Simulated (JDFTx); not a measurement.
Cd(1 0 -1 0) slab cut from bulk Cd (space group P6_3/mmc, indices of the conventional cell, lattice of the Materials Project entry mp-94, not re-optimised): 6 atoms in 6 planes, a 1x1 cell of 17.41 Å² (|a| = 2.958, |b| = 5.886 Å), 6.3 Å between the outermost planes, cell height 22.0 Å, 8×4×1 k mesh, Fermi smearing 0.01 Ha, no spin polarisation.

Computed with JDFTx (a modified build): PBE, GBRV ultrasoft potentials, plane waves to 20/100 Ha. Liquid: CANDLE, water, 1 M NaF. Between zero charge and 0.69 V from it the run gives σ = 9.9 μC/cm², a mean capacitance of 14.4 μF/cm². The liquid has ε = 78.4, a 1:1 salt at 1 M with linear (Debye) response, and T = 298 K.

Worked example: the Debye length, the diffuse-layer capacitance, and the inner capacitance that is left when the two stand in series.

Each ion has density c = 1 × 6.022×10⁻⁴ = 6.022e-04 Å⁻³. λ² = ε kT / (8π (e²/4πε₀) c) with kT = 0.02568 eV and e²/4πε₀ = 14.40 eV Å gives λ = 3.04 Å; the log prints 3.04 Å. C_diffuse = ε₀ε/λ = 228 μF/cm². Then 1/C_inner = 1/14.4 − 1/228, so C_inner = 15.3 μF/cm², which equals a vacuum gap of ε₀/C_inner = 0.58 Å. The diffuse layer takes 6 % of the potential drop; the rest lies between the electrode's charge and the onset of the dielectric, with the electrode's own (quantum) capacitance in it. The split is a model: in the calculation solvent and ions share one smooth cavity.
